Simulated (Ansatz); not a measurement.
Stability checks on a candidate for AlGa₂N₃

It was reached by relaxing an invented guess, and it needn't be the stable form of this composition.

Level of theory: Ansatz, DFT PBE, scalar-relativistic, plane waves, PAW. Plane waves to 420 eV, a 12×12×12 mesh through Γ for the 6-atom cell and 0.02 eV Gaussian smearing; no spin polarisation.

```
CELL_PARAMETERS angstrom
-1.59232 1.59232 6.73581
1.59232 -1.59232 6.73581
1.59232 1.59232 -6.73581
ATOMIC_POSITIONS crystal
Al 0.50000 0.50000 0.00000
Ga 0.83539 0.83539 0.00000
Ga 0.16461 0.16461 0.00000
N 0.42152 0.92152 0.50000
N 0.07848 0.57848 0.50000
N 0.75000 0.25000 0.50000
```

The zero of energy is the elements' standard structures at the same level (N₂ as a molecule); no fitted shifts are applied.

**Question.** These tests were run: energy against the elements; random kick, then relaxation without symmetry; elastic tensor. What do they show?

**Answer.**

| test | result |
| --- | --- |
| energy against the elements | −0.738 eV/atom |
| random kick, then relaxation without symmetry | returns |
| elastic tensor | least eigenvalue 64 GPa |

It fails none of these tests. Other phases of the system weren't compared here, so this isn't yet thermodynamic stability. Phonons away from Γ weren't computed.

The kick test ran on a coarse mesh. The run for the elastic tensor used a 12×12×12 k mesh.
